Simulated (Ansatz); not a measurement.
TaSiAs (space group P4/nmm)

```cif
data_As2Si2Ta2
_chemical_formula_sum 'Ta2 Si2 As2'
_space_group_name_H-M_alt 'P 1'
_space_group_IT_number 1
_cell_length_a 3.50170
_cell_length_b 3.50170
_cell_length_c 7.87156
_cell_angle_alpha 90.000
_cell_angle_beta 90.000
_cell_angle_gamma 90.000
loop_
_space_group_symop_operation_xyz
  'x, y, z'
loop_
_atom_site_label
_atom_site_type_symbol
_atom_site_fract_x
_atom_site_fract_y
_atom_site_fract_z
_atom_site_occupancy
Ta1 Ta 0.50000 0.00000 0.25454 1
Ta2 Ta 0.00000 0.50000 0.74546 1
Si1 Si 0.00000 0.00000 0.00000 1
Si2 Si 0.50000 0.50000 0.00000 1
As1 As 0.50000 0.00000 0.61280 1
As2 As 0.00000 0.50000 0.38720 1
```

This relaxed cell (volume V₀) is scaled evenly in all directions, its shape held. The atoms relax within the cell's symmetry.

Level of theory: r2SCAN (plane waves to 500 eV, PAW, scalar-relativistic; Ansatz, an electronic-structure program). k mesh 13×13×6 (Γ-centred), Fermi-Dirac smearing 0.05 eV. The energy includes the smearing's −TS. Stress and pressure are positive under compression. With the shape held, the modulus is that of even scaling; a crystal free to change shape is softer. Spin-orbit coupling is left out, though Ta is heavy. TaSiAs is run without spin polarisation. TaSiAs was relaxed with its symmetry unable to fall. ΔE is measured from the relaxed starting cell.

The scan covers V/V₀ from 0.840 to 1.160 in 13 points.

Task: What is ΔE at V/V₀ = 0.840?

Result: 297 meV/atom.

Task: What is ΔE at V/V₀ = 1.160?

Result: 162 meV/atom.

Task: What pressure does the cell carry at V/V₀ = 0.840?

Result: 43.2 GPa.

(A scan under strain: stresses follow from slopes of the energy per volume, elastic moduli from its curvatures.)
